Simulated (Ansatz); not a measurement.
Relaxed C (graphite type, space group P6_3/mmc):

```xyz
4
Lattice="2.4554 0.0000 0.0000 -1.2277 2.1264 0.0000 0.0000 0.0000 6.6710" Properties=species:S:1:pos:R:3 pbc="T T T"
C      0.0000     0.0000     1.6678
C      0.0000     0.0000     5.0033
C      0.0000     1.4176     1.6678
C      1.2277     0.7088     5.0033
```

In this cell atom 1 (C, nearest neighbour C at 1.418 Å; its periodic images, 2.5 Å or more away, move with it) is moved by s along Cartesian z, unit vector (0.000, 0.000, 1.000); all other atoms and the cell stay fixed.

Computed with r2SCAN+rVV10 (plane waves to 500 eV, PAW, scalar-relativistic; Ansatz, a first-principles code). k mesh 12×12×4 (Γ-centred), Fermi-Dirac smearing 0.05 eV. E stands for the smeared free energy. With partly filled bands, energies and forces of such displacements shift with the k mesh and the smearing. F∥ is the force on the atom along that direction. C was relaxed with its symmetry unable to fall. The zero of ΔE is the undisplaced structure.

**Question.** What ΔE (meV/cell) and F∥ (eV/Å) does the calculation give at s (Å) = -0.344, -0.172, -0.086, 0.086, 0.430?

**Answer.** 
| s (Å) | ΔE (meV/cell) | F∥ (eV/Å) |
|---|---|---|
| -0.344 | 1036 | 6.078 |
| -0.172 | 257 | 2.998 |
| -0.086 | 64 | 1.489 |
| 0.086 | 64 | -1.489 |
| 0.430 | 1626 | -7.637 |

(For displaced atoms, the force is minus the slope of the energy, and its curvature is a force constant, which sets phonon frequencies.)
